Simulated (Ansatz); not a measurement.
A relaxed structure of LiH is spoiled in several ways and relaxed again each time (noise and exchanges are one random draw each; pressure is positive under compression). All values below come from PBEsol (plane waves to 420 eV, PAW, scalar-relativistic; Ansatz, a quantum-chemistry and plane-wave program).

```cif
data_H4Li4
_chemical_formula_sum 'H4 Li4'
_space_group_name_H-M_alt 'Fm-3m'
_space_group_IT_number 225
_space_group_name_Hall '-F 4 2 3'
_cell_length_a 3.97991
_cell_length_b 3.97991
_cell_length_c 3.97991
_cell_angle_alpha 90.000
_cell_angle_beta 90.000
_cell_angle_gamma 90.000
loop_
_atom_site_label
_atom_site_type_symbol
_atom_site_symmetry_multiplicity
_atom_site_Wyckoff_symbol
_atom_site_fract_x
_atom_site_fract_y
_atom_site_fract_z
_atom_site_occupancy
H1 H 4 a 0.00000 0.00000 0.00000 1
Li1 Li 4 b 0.50000 0.50000 0.50000 1
```
(The calculation used a cell of 2 atoms; values per cell refer to that cell.)

| change | first pressure (GPa) | first V (Å³/atom) | released (eV/atom) | moves | outcome | final group | E − E(parent) (eV/atom) |
|---|---|---|---|---|---|---|---|
| with every coordinate shifted by Gaussian noise of σ = 0.2 Å | 5.2 | 7.88 | 0.14 | 4 | returns to the parent | Fm-3m | 0.000 |
| with every coordinate shifted by Gaussian noise of σ = 0.2 Å | 8.3 | 7.88 | 0.23 | 4 | returns to the parent | Fm-3m | 0.000 |
| deformed by the Cartesian strain tensor (xx, yy, zz, yz, xz, xy) = (0.029, 0.023, -0.058, 0.057, -0.024, 0.023) | 1.0 | 7.78 | 0.032 | 5 | returns to the parent | Fm-3m | 0.000 |
| doubled along one cell vector, shaken by Gaussian noise of σ = 0.08 Å a coordinate | 0.9 | 7.88 | 0.022 | 4 | returns to the parent | Fm-3m | 0.000 |

First-step values come from each run's starting, coarser k-mesh (10×10×10, 10×11×10, 10×5×10). The runs use different k-meshes, so differences are rounded accordingly. No spin polarisation in the result.
